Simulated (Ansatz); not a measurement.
Structure relaxation, V

The start is a randomly generated symmetric cell of V (space group No. 63). Cell shape, volume and atoms are optimised at zero target pressure with PBEsol (plane waves to 420 eV, PAW, scalar-relativistic; Ansatz, a program for electronic structure). The first steps use a coarse 10×10×7 k-mesh.

Starting cell:
```
V
1.0
    1.73055    -3.55297     0.00000
    1.73055     3.55297     0.00000
    0.00000     0.00000     4.72975
V
4
Direct
  0.50000   0.50000   0.00000
  0.50000   0.50000   0.50000
  0.27723   0.72277   0.25000
  0.72277   0.27723   0.75000
```
Spin-polarised start, with parallel moments on V.

**Question.** How much energy is released per atom?

**Answer.** 0.84 eV/atom.

**Question.** How does the volume per atom move from start to end?

**Answer.** -8.7 %, from 14.54 to 13.28 Å³/atom.

**Question.** How do the shortest distances between atoms change?

**Answer.** The closest pairs of elements (up to four, under 3.6 Å), start → end: V–V 1.98 → 2.35 Å.

**Question.** What band gap does the relaxed structure have at this level?

**Answer.** Zero (metallic).

**Question.** What magnetic moments remain?

**Answer.** Zero (the starting moments vanished).

**Question.** Write out the relaxed structure.

**Answer.** 
Space group Cmcm (No. 63); a = 2.3477 Å, b = 8.8837 Å, c = 5.0949 Å, α = 90.00°, β = 90.00°, γ = 90.00°

```csv
atom,site,symmetry,x,y,z
V,4b,2/m..,0.0000,0.5000,0.0000
V,4c,m2m,0.0000,0.2409,0.2500
```
(The calculation used a cell of 4 atoms; values per cell refer to that cell.)

The space group stays Cmcm (No. 63) (the run could not lower it), with 4 atoms in the primitive cell. Final values are on a 19×19×9 k-mesh of the relaxed cell. The start holds a very short contact (V–V 1.98 Å). No spin polarisation in the result: the starting moments vanished.

The run could not lose the symmetry of its start, so the end can be a saddle point.

The relaxed structure here is a generated cell of V: the first start was made by a random draw of sites in a space group, and the end was not matched to a known phase here, so it may be hypothetical. Known forms of V include space group No. 229.
